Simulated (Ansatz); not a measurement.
KMgF3:
```cif
data_F3KMg
_chemical_formula_sum 'K1 Mg1 F3'
_space_group_name_H-M_alt 'Pm-3m'
_space_group_IT_number 221
_space_group_name_Hall '-P 4 2 3'
_cell_length_a 3.98369
_cell_length_b 3.98369
_cell_length_c 3.98369
_cell_angle_alpha 90.000
_cell_angle_beta 90.000
_cell_angle_gamma 90.000
loop_
_atom_site_label
_atom_site_type_symbol
_atom_site_symmetry_multiplicity
_atom_site_Wyckoff_symbol
_atom_site_fract_x
_atom_site_fract_y
_atom_site_fract_z
_atom_site_occupancy
K1 K 1 b 0.50000 0.50000 0.50000 1
Mg1 Mg 1 a 0.00000 0.00000 0.00000 1
F1 F 3 d 0.00000 0.00000 0.50000 1
```

This is the r²SCAN-relaxed structure.

### Question
All from the program Ansatz at the r²SCAN level (PAW), unless another level is named. Give the Bader charges.

### Answer
K +0.89, Mg +1.79, F -0.89 e.

### Question
And the Born charges (a third of the trace)?

### Answer
K +1.17, Mg +2.00, F -1.06 e.

### Question
Give the electronic dielectric constant ε∞ (DFPT).

### Answer
2.02.

### Question
And the static dielectric constant ε0 (ions relaxed, cell fixed)?

### Answer
6.16.

The r²SCAN relaxation kept the symmetry of its start.

Potentials: the earlier of the program's two PAW sets. The files were generated under PBE; for other functionals the program regenerates the frozen cores, and for LDA and PBEsol the local potential too.
